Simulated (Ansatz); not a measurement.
A geometry of CsSnI$_{3}$ away from equilibrium: the start of the relaxation of a generated cell, CsSnI3 placed in the AFLOW prototype ABC3_hR10_161_a_a_b (as in LiNbO3). Computed with PBE (plane waves to 420 eV, PAW, scalar-relativistic; Ansatz, a quantum-chemistry and plane-wave program). Γ-centred k-mesh 4×4×4 on the run's cell (coarser than for final values), Fermi–Dirac smearing 0.05 eV.

```xyz
10
Lattice="4.2745 2.4679 7.5258 -4.2745 2.4679 7.5258 0.0000 -4.9358 7.5258" Properties=species:S:1:pos:R:3:forces:R:3 pbc="T T T" free_energy=-68477.308 pressure_GPa=1.2
Cs     0.0000     0.0000     6.4910    0.0000    0.0000    0.2927
Cs     0.0000     0.0000    17.7797    0.0000    0.0000    0.2927
Sn     0.0000     0.0000     0.2890    0.0000    0.0000    0.0103
Sn     0.0000     0.0000    11.5777    0.0000    0.0000    0.0103
I      2.5882     0.4000     9.4072   -0.2394    0.5737   -0.1010
I     -1.6406     2.0415     9.4072   -0.3771   -0.4942   -0.1010
I     -0.9477    -2.4415     9.4072    0.6165   -0.0795   -0.1010
I      0.9477     2.4943    13.1701   -0.6165   -0.0795   -0.1010
I     -2.6340    -0.4265    13.1701    0.3771   -0.4942   -0.1010
I      1.6863    -2.0679    13.1701    0.2394    0.5737   -0.1010
```

Positions in Å, forces in eV/Å, free energy of the cell in eV (comparable only within this code, potentials and settings). Largest force: 0.63 eV/Å, on I5, I6, I7, I8, I9, I10 (atoms numbered as listed); the geometry lies 0.08 eV/atom above the end of its relaxation.

No spin polarisation in the result.

The run could not lose the symmetry of its start: the end is stationary, and may be a saddle point rather than a minimum.

The end of the path is a generated cell of CsSnI3: the first start was made by placing the elements on the sites of a structure type, and the end was not matched to a known phase here, so it may be hypothetical. Known forms of CsSnI3 include space group No. 62, 221.
